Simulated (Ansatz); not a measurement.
# Trial structures of ScPbBr₅

ScPbBr₅ was placed in 3 structures, borrowed from other compounds or built from prototypes, and relaxed with PBEsol and then r2SCAN+rVV10 in Ansatz 0.2.0, symmetry kept. Energies are static, from a final single point; gaps are the least over its mesh and special points. The cells were built from prototypes, so some may not be known phases; spin polarisation is off.

| start | ends in | volume (Å³/atom) | energy, r2SCAN+rVV10 (meV/atom) | gap, r2SCAN+rVV10 (eV) | shaken (PBEsol) |
| --- | --- | --- | --- | --- | --- |
| MgPPd5 type (No. 123) | P4/mmm | 27.37 | 478 | 0.04 | falls 484 meV |
| AlCrF5 type (No. 71) | Immm | 36.11 | 0 | 2.55 | falls 17 meV |
| SiSnPd5 type (No. 123) | P4/mmm | 26.51 | 163 | 1.26 | falls 147 meV |

Energies count from the lowest cell; the last column tells what a randomly displaced small cell does when relaxed without symmetry, which tests only the distortions that fit it.

Of the symmetric cells the lowest is the one started from AlCrF5 type (No. 71), which ends in Immm (No. 71), 163 meV an atom below the next (SiSnPd5 type (No. 123)). With PBEsol alone and the shaken cells counted, the lowest of the cells computed is the shaken one from MgPPd5 type (No. 123) (P1), about 42 meV an atom below the lowest symmetric cell, that from AlCrF5 type (No. 71). Other structures, not tried here, could lie lower.

The cells shaken are PBEsol's, whose volumes can differ from those tabled by ten per cent. The falls are PBEsol's, in meV an atom on the shaken cell's own mesh; a cell that falls isn't a minimum, and its place in the table may change once it distorts.

The cells in order of energy (the first three):
- AlCrF5 type (No. 71): Immm, 36.11 Å³ an atom. Sc has 6 Br at 2.60–2.66 Å; Pb has 6 Br at 2.92–3.13 Å; Br has 1 Sc at 2.66 Å and 2 Pb at 3.13 Å; Br has 1 Sc at 2.61 Å and 1 Pb at 2.92 Å; Br has 2 Sc at 2.60 Å.
- SiSnPd5 type (No. 123): P4/mmm, 26.51 Å³ an atom. Sc is surrounded by 8 Br at 2.86 Å; Pb is surrounded by 12 Br at 3.34–3.47 Å; Br is surrounded by 4 Pb at 3.34 Å; Br is surrounded by 2 Sc at 2.86 Å and 2 Pb at 3.47 Å.
- MgPPd5 type (No. 123): P4/mmm, 27.37 Å³ an atom. Sc has 12 Br at 3.18–3.56 Å; Pb has 8 Br at 3.12 Å; Br has 2 Pb at 3.12 Å and 2 Sc at 3.18 Å and 2 Br at 3.18 Å; Br has 8 Br at 3.18 Å and 4 Sc at 3.56 Å.

The lowest symmetric cell:
```
CELL_PARAMETERS angstrom
-2.59935 4.39468 5.53241
2.59935 -4.39468 5.53241
2.59935 4.39468 -5.53241
ATOMIC_POSITIONS crystal
Sc 0.50000 0.50000 0.00000
Pb 0.00000 0.00000 0.00000
Br 0.80251 0.50000 0.30251
Br 0.19749 0.50000 0.69749
Br 0.26400 0.26400 0.00000
Br 0.73600 0.73600 0.00000
Br 0.50000 0.00000 0.50000
```

Spin-orbit coupling is left out; in compounds of Pb, Bi, Tl or Hg it can lower a gap by up to about 1 eV, split its edges or invert the bands.
